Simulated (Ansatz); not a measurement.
Ge2Pd (fluorite or antifluorite type, space group No. 225) at seven volumes, PBE in the plane-wave PAW code Ansatz, scaled uniformly. One row is withheld.

```csv
V (Å³/atom),P (GPa)
17.016,12.00
17.577,7.26
18.138,?
18.699,0.00
19.260,-2.74
19.821,-5.00
20.382,-6.83
```

### Question
Fit the shown pressures and predict the withheld one.

### Answer
P = (3/2)B₀(x^(7/2) − x^(5/2))[1 + (3/4)(B′ − 4)(x − 1)] with x = (V₀/V)^(2/3). Least squares on the six rows gives V₀ = 18.698 Å³/atom, B₀ = 99.5 GPa, B′ = 5.24. At V = 18.138, x = 1.0205 and P = 3.28 GPa. The run itself gave 3.29 GPa.

Space group Fm-3m (fluorite or antifluorite type). A made-up cell: these elements were put on the sites of a structure type; neither database checked (COD, Materials Project) lists it. Its standing as an ambient phase is unchecked. The PBE relaxation kept the symmetry of its start; its stability against distortions is not shown here. No spin polarisation was allowed.

Potentials: the later of the program's two PAW sets.
